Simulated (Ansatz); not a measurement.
An Ansatz run on a 12-atom cell of Ba3CaF8 built on the fluorite structure (relaxed group Cmmm) left the output below. The cell was relaxed beforehand with PBEsol.

The cell given to it:
```xyz
12
Lattice="4.1971 -5.9900 0.0000 4.1971 5.9900 0.0000 0.0000 0.0000 4.2383" Properties=species:S:1:pos:R:3 pbc="T T T"
Ba    2.0985    2.9950    0.0000
F     2.2558   -1.4188    2.1192
F     2.2558    1.4188    2.1192
Ca    4.1971    0.0000    2.1192
F     4.1971   -4.4943    0.0000
F     4.1971   -1.3571    0.0000
Ba    0.0000    0.0000    2.1192
F     4.1971    1.3571    0.0000
F     4.1971    4.4943    0.0000
Ba    2.0985   -2.9950    0.0000
F     6.1383   -1.4188    2.1192
F     6.1383    1.4188    2.1192
```

Main lines of the log:
```
Pseudopotential: Ba, paw, valence charge 10, recommended cutoff 420 eV (normal)
Pseudopotential: F, paw, valence charge 7, recommended cutoff 420 eV (normal)
Pseudopotential: Ca, paw, valence charge 10, recommended cutoff 420 eV (normal)
Functional definition: PBEsol
Crystal: 12 atoms, lattice volume = 213.108 Å³
Basis set: ecut = 420 eV, 4153 PW (Γ)
Bands: 60, of which v1, the nominal top of the filled ones, is band 48 counted from 1 (47 counted from 0)
Symmetry: 8 space group operations
k-points: 36 of 64 (irreducible under 1 space group operation, time reversal used)
SCF converged after 10 iterations
Free energy (F): -25809.268131 eV
Fermi energy:    3.812844 eV
--- Per-component energies (eV) ---
  E_band       = -472.740798
  E_kinetic    = 2440.730026
  E_local      = -6465.620896
  E_nonlocal   = 829.016056
  E_hartree    = 2411.218638
  E_xc         = -1272.956145
  E_vxc        = -1397.980781
  E_paw        = -17806.646448
  E_vpaw       = -701.339146
  E_ewald      = -5945.938231
  E_core_change = 0.912635
--- Phonons (Γ-DFPT): 18 representative perturbations + reference ---
  Γ frequencies (cm⁻¹): 0.00 0.00 0.00 49.29 67.23 67.47 77.52 78.66 107.35 113.78 119.37 141.52 159.31 161.35 169.30 169.43 187.51 196.90 216.55 217.85 222.18 223.30 227.82 230.63 235.21 239.04 240.99 251.10 252.70 256.11 256.84 257.32 275.52 298.83 304.48 334.10
  ε∞ (high-frequency dielectric tensor):
        2.416406     0.000000     0.000000
        0.000000     2.415296     0.000000
        0.000000     0.000000     2.404392
  ε⁰ (static dielectric tensor: ions relaxed, cell fixed):
        8.985242     0.000000     0.000000
        0.000000     9.517947     0.000000
        0.000000     0.000000    28.451919
  ε⁰ − ε∞ (ionic part):
        6.568836     0.000000     0.000000
        0.000000     7.102651     0.000000
        0.000000     0.000000    26.047527
  Born effective charges Z* (e; rows j = field, columns β = displacement):
    site 0:
         2.62503    0.00943    0.00000
         0.01181    2.66326    0.00000
         0.00000    0.00000    2.55361
    site 1:
        -1.26031    0.02102    0.00000
         0.02549   -1.28495    0.00000
         0.00000    0.00000   -1.29957
    site 2:
        -1.26031   -0.02102    0.00000
        -0.02549   -1.28495    0.00000
         0.00000    0.00000   -1.29957
    site 3:
         2.48471    0.00000    0.00000
         0.00000    2.44268    0.00000
         0.00000    0.00000    2.36081
    site 4:
        -1.32572    0.00000    0.00000
         0.00000   -1.33675    0.00000
         0.00000    0.00000   -1.33705
    site 5:
        -1.32938    0.00000    0.00000
         0.00000   -1.27002    0.00000
         0.00000    0.00000   -1.16009
    site 6:
         2.61667    0.00000    0.00000
         0.00000    2.58417    0.00000
         0.00000    0.00000    2.72454
    site 7:
        -1.32938    0.00000    0.00000
         0.00000   -1.27002    0.00000
         0.00000    0.00000   -1.16009
    site 8:
        -1.32572    0.00000    0.00000
         0.00000   -1.33675    0.00000
         0.00000    0.00000   -1.33705
    site 9:
         2.62503   -0.00943    0.00000
        -0.01181    2.66326    0.00000
         0.00000    0.00000    2.55361
    site 10:
        -1.26031   -0.02102    0.00000
        -0.02549   -1.28495    0.00000
         0.00000    0.00000   -1.29957
    site 11:
        -1.26031    0.02102    0.00000
         0.02549   -1.28495    0.00000
         0.00000    0.00000   -1.29957
  ε∞ is read to err by 8.9e-3, Z* by 1.2e-2 e
  optical modes at Γ without the LO–TO term, one row a degenerate level:
      ω (cm⁻¹)  modes    IR ((D/Å)²/amu)
         49.29      1             4.8586
         67.23      1             0.0000
         67.47      1             0.0000
         77.52      1             0.0000
         78.66      1             0.2396
        107.35      1             0.0149
        113.78      1             0.7198
        119.37      1             0.0000
        141.52      1             7.3870
        159.31      1             0.9737
        161.35      1             7.9317
        169.30      1             0.0000
        169.43      1            12.2987
        187.51      1             0.4624
        196.90      1            10.8574
        216.55      1             0.0000
        217.85      1             0.0000
        222.18      1             8.4369
        223.30      1             8.1147
        227.82      1             0.8152
        230.63      1             0.0000
        235.21      1             0.0000
        239.04      1             0.6511
        240.99      1             0.0000
        251.10      1             2.2848
        252.70      1             1.5383
        256.11      1             0.0000
        256.84      1             0.0000
        257.32      1             0.0000
        275.52      1             1.3936
        298.83      1             0.0000
        304.48      1             0.0000
        334.10      1             0.0000
  optical modes at Γ + LO–TO along q̂ = [1.0000, 0.0000, 0.0000]:
      ω (cm⁻¹)  modes    IR ((D/Å)²/amu)
         49.29      1             4.8586
         67.23      1             0.0000
         67.47      1             0.0000
         77.52      1             0.0000
         78.66      1             0.2396
        107.40      1             0.0005
        113.78      1             0.7198
        119.37      1             0.0000
        141.52      1             7.3870
        159.31      1             0.9737
        169.30      1             0.0000
        169.43      1            12.2987
        175.07      1             0.1076
        187.51      1             0.4624
        216.55      1             0.0000
        217.85      1             0.0000
        222.18      1             8.4369
        223.30      1             8.1147
        225.39      1             0.0751
        230.63      1             0.0000
        235.21      1             0.0000
        239.04      1             0.6511
        240.99      1             0.0000
        242.95      1             0.2981
        252.70      1             1.5383
        256.11      1             0.0000
        256.84      1             0.0000
        257.32      1             0.0000
        270.48      1             0.2633
        298.83      1             0.0000
        304.48      1             0.0000
        334.10      1             0.0000
        372.17      1            22.5531
  optical modes at Γ + LO–TO along q̂ = [0.0000, 1.0000, 0.0000]:
      ω (cm⁻¹)  modes    IR ((D/Å)²/amu)
         49.29      1             4.8586
         67.23      1             0.0000
         67.47      1             0.0000
         77.52      1             0.0000
         78.66      1             0.2396
        107.35      1             0.0149
        116.03      1             0.0212
        119.37      1             0.0000
        141.52      1             7.3870
        159.98      1             0.0026
        161.35      1             7.9317
        169.30      1             0.0000
        186.58      1             0.0137
        196.90      1            10.8574
        202.13      1             0.2840
        216.55      1             0.0000
        217.85      1             0.0000
        222.18      1             8.4369
        227.82      1             0.8152
        230.63      1             0.0000
        235.21      1             0.0000
        238.10      1             0.0169
        240.99      1             0.0000
        251.10      1             2.2848
        252.70      1             1.5383
        256.11      1             0.0000
        256.84      1             0.0000
        257.32      1             0.0000
        275.52      1             1.3936
        298.83      1             0.0000
        304.48      1             0.0000
        334.10      1             0.0000
        366.05      1            22.8820
  optical modes at Γ + LO–TO along q̂ = [0.0000, 0.0000, 1.0000]:
      ω (cm⁻¹)  modes    IR ((D/Å)²/amu)
         67.23      1             0.0000
         67.47      1             0.0000
         75.58      1             0.0372
         77.52      1             0.0000
         87.94      1             0.1763
        107.35      1             0.0149
        113.78      1             0.7198
        119.37      1             0.0000
        159.31      1             0.9737
        161.35      1             7.9317
        169.30      1             0.0000
        169.43      1            12.2987
        179.41      1             0.6717
        187.51      1             0.4624
        196.90      1            10.8574
        216.55      1             0.0000
        217.85      1             0.0000
        223.30      1             8.1147
        227.82      1             0.8152
        230.63      1             0.0000
        235.21      1             0.0000
        239.04      1             0.6511
        240.99      1             0.0000
        248.37      1             0.1491
        251.10      1             2.2848
        256.11      1             0.0000
        256.84      1             0.0000
        257.32      1             0.0000
        275.52      1             1.3936
        298.83      1             0.0000
        304.48      1             0.0000
        334.10      1             0.0000
        357.83      1            21.4262
```

Problem. Write the input file that gave this output.

Solution.
```yaml
crystal:
  # lattice and atoms as above
kpoints:
  mp_grid: { grid: [4, 4, 4] }
hamiltonian:
  xc: pbesol
scf:
  occupations: { method: fixed }
phonons:
  method: dfpt
  dielectric: true
  qpoints: [[0, 0, 0]]
  rigid_motions: translations
```
Frequencies at Γ with ε∞ and Born charges come from phonons by dfpt with dielectric on. Not every key shows in the log; this is the file that was used.

Wall time 2.7 min on 1 × NVIDIA H100 80GB HBM3 with 2 threads of AMD EPYC 7R13 Processor (Zen 3) (shared host); peak host memory 3.5 GiB.

Simulation only: spin-unpolarised, and no claim that this is the phase found in nature.

For a response run the program warns that the ground state's bands aren't all converged, so ε∞ carries an extra error.
